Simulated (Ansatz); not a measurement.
The elements of this relaxed trial crystal are hidden behind letters.

```
lattice vectors (Å)
   3.8106    0.0000    0.0000
  -1.9053    3.3001    0.0000
   0.0000    0.0000    4.4235
fractional positions
X 0.0000 0.0000 0.0000
Z 0.3333 0.6667 0.5896
Z 0.6667 0.3333 0.4104
```

Computed with DFT PBE, scalar-relativistic, plane waves, PAW in Ansatz 0.2.0. The final run on the 3-atom cell used 420 eV, a Γ-centred 12×12×10 mesh, 0.10 eV smearing and no spin polarisation.

```
Space group                                 : P-3m1 (No. 164)
Conventional cell                           : a = 3.811 Å, c = 4.424 Å
Volume per atom                             : 18.54 Å³
Density                                     : 1.88 g/cm³
Energy over the elements                    : +0.06 eV/atom
Gap on the 12×12×10 mesh of the 3-atom cell : 0 eV (a metal)
```

Energies are uncorrected and count from the elements' standard states at the same level.

Problem. X is an s-block element of period 2 and Z is a p-block element of period 3. Which elements are they?

Solution. X = Li, Z = Si, so the formula is LiSi2. Density times volume gives a mean mass of 1.88 × 18.54/1.6605 = 21.0 u per atom, and this set has 21.0 u. Around Li lie 6 Si at 2.85 Å and 6 Si at 3.41 Å; Si has 3 Si at 2.34 Å and 3 Li at 2.85 Å. Other sets within the hints have nearly the same mass, so mass alone doesn't settle it; this one was computed.

The cell is a metal run without spin; a magnetic state may lie lower. A structure relaxed within its symmetry needn't be a true minimum.
